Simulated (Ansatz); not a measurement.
# Lattice vibrations of ZrNb₂N₃ at Γ

Theory: Ansatz, DFT PBE, scalar-relativistic, plane waves, PAW. Plane waves to 420 eV; Γ-centred k mesh 12×12×12; Gaussian smearing of 0.10 eV. No spin polarisation. Phonons by linear response, acoustic sum rule imposed.

Relaxed structure:
```
Zr Nb N
1.0
     1.53206    0.88454    8.23717
    -1.53206    0.88454    8.23717
     0.00000   -1.76907    8.23717
Zr Nb N
1 2 3
Cartesian
  0.0000 0.0000 0.0000
  0.0000 0.0000 19.2031
  0.0000 0.0000 5.5084
  0.0000 0.0000 12.3558
  0.0000 0.0000 15.0484
  0.0000 0.0000 9.6631
```

The cell was found from a proposed guess, not taken from experiment. In a metal, frequencies depend on the k mesh and the smearing, soft modes most.

Q: Is this structure stable against zone-centre distortions?

A: Yes, at Γ: no optical mode is imaginary. Strains and other wave vectors aren't tested by this run.

Q: List the optical modes at Γ (i marks imaginary ones).

A:
```tsv
frequency (cm⁻¹)	degeneracy
138	2
145	2
254	1
271	1
388	2
462	2
490	2
542	1
572	1
605	1
```
